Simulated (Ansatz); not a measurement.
Sb2Mo (Cmc2_1), relaxed with PBE (Ansatz, a program for electronic structure, plane waves, PAW): a = 3.423 Å, b = 12.950 Å, c = 5.973 Å, α = β = γ = 90.00°.

```
Property        Result
--------------  ------
ΔH_f (eV/atom)    0.09
```

Question: The same phase is relaxed and computed with r²SCAN in the same code. What are the cell and these values now?

Answer: a = 3.4248 Å, b = 12.8728 Å, c = 5.9375 Å, α = 90.00°, β = 90.00°, γ = 90.00°.

- ΔH_f (eV/atom): 0.08

Typed or built starts, not in the databases checked: Sb2Mo, Cmc2_1 (Mo on 4a, Sb on 4a, Sb on 4a). All cells were relaxed under the symmetry of their starts (and spin orders); stability against distortions was not tested throughout. Rows with no word on spin ran without spin polarisation. Spin–orbit coupling is left out wherever it is not named.

Potentials: the later of the program's two PAW sets.

Ansatz is a plane-wave DFT program.

Formation energies count from the lowest solids of the elements computed at the same level, not from gases.
